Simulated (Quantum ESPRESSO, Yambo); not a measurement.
BaO (NiAs type, space group P6_3/mmc, No. 194) under isotropic strain (on all lattice vectors), counted from the cell relaxed with PBEsol, atoms relaxed at each step. norm-conserving PBEsol (Quantum ESPRESSO, 84 Ry, scalar-relativistic); G0W0 in Yambo (6×6×2 Γ-centred k mesh, 121 bands and a 7 Ry block in the screening, 121 bands in G with the Bruneval-Gonze terminator, plasmon pole fitted at 27.2 eV).

```csv
strain s (%),PBEsol direct gap at M (eV),G0W0 direct gap at M (eV)
-3,?,?
-1.5,2.410,3.494
-0.7,2.434,3.522
0,2.452,3.539
+1,2.472,3.560
+2,2.486,3.578
```

Q: Fit a parabola in s to each column by least squares and predict the withheld row.

A: PBEsol: E = 2.452 + 0.0233 s − 0.0031 s² (largest residual 1 meV), giving 2.354 eV at s = -3; the run gave 2.350 eV, a miss of 5 meV. G0W0: E = 3.539 + 0.0251 s − 0.0030 s² (largest residual 2 meV), giving 3.437 eV at s = -3; the run gave 3.423 eV, a miss of 14 meV. The withheld row lies outside the fitted range, so this is an extrapolation. The GW settings are held fixed; their convergence isn't established. 

This is not the ordinary phase of the substance; no match was found in the copy of COD used, and its stability was not checked.
